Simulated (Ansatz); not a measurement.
Generalised stacking fault of SiC (zinc blende) on the {111} plane, shuffle cut. The cell below holds the perfect crystal with the plane normal along z; tilting its third vector by the shift puts one fault into each cell, between planes 1.90 Å apart, at fixed cell height.

```
SiC
1.0
    3.09695     0.00000     0.00000
    1.54848     2.68204     0.00000
    0.00000     0.00000     7.58596
C Si
3 3
Direct
  0.66667   0.66667   0.87500
  0.33333   0.33333   0.20833
  0.00000   0.00000   0.54167
  0.00000   0.00000   0.79167
  0.66667   0.66667   0.12500
  0.33333   0.33333   0.45833
```

In-plane vectors a = (3.097, 0.000) Å, b = (1.548, 2.682) Å, area 8.31 Å². The shift is s times the vector a + b (length 5.364 Å), so s = 1 restores the start. Atoms relax along the normal only. γ = [E(shift) − E(0)] / area.

Level of theory: PBE (plane waves to 420 eV, PAW, scalar-relativistic; Ansatz, a quantum-chemistry and plane-wave program). k mesh 10×10×4 (Γ-centred), Fermi-Dirac smearing 0.05 eV. E is the zero-smearing estimate. As the smearing reaches across the gap at some points, the k mesh leaves noise in γ, roughly 0.02 J/m² as judged from a few cases. Faults lie only 7.6 Å apart, and holding the cell height raises γ above its relaxed value. SiC was relaxed with its symmetry unable to fall. γ is measured from zero shift. The last digit holds for this mesh only.

| s | γ (J/m²) |
|---|---|
| 0.000 | 0.00 |
| 0.083 | 0.63 |
| 0.167 | 2.45 |
| 0.250 | 4.59 |
| 0.333 | 5.55 |
| 0.417 | 4.84 |
| 0.500 | 3.80 |
| 0.583 | 3.48 |
| 0.667 | 3.60 |
| 0.750 | 3.17 |
| 0.833 | 1.87 |
| 0.917 | 0.54 |

Task: Does γ have a local minimum between the ends of the line, and at which s?

Result: s = 0.583.

Task: Which barrier is met on the easier way from s = 0 (or 1) to s = 0.583?

Result: 3.60 J/m².

Task: By a periodic cubic spline through the points, what shear stress does the steepest rise of γ from s = 0 correspond to?

Result: 51 GPa. A slope of 1 mJ/m² per Å is 0.01 GPa.

(The slope of γ gives the shear force per area between the displaced halves; near zero shift its curvature is an elastic stiffness.)
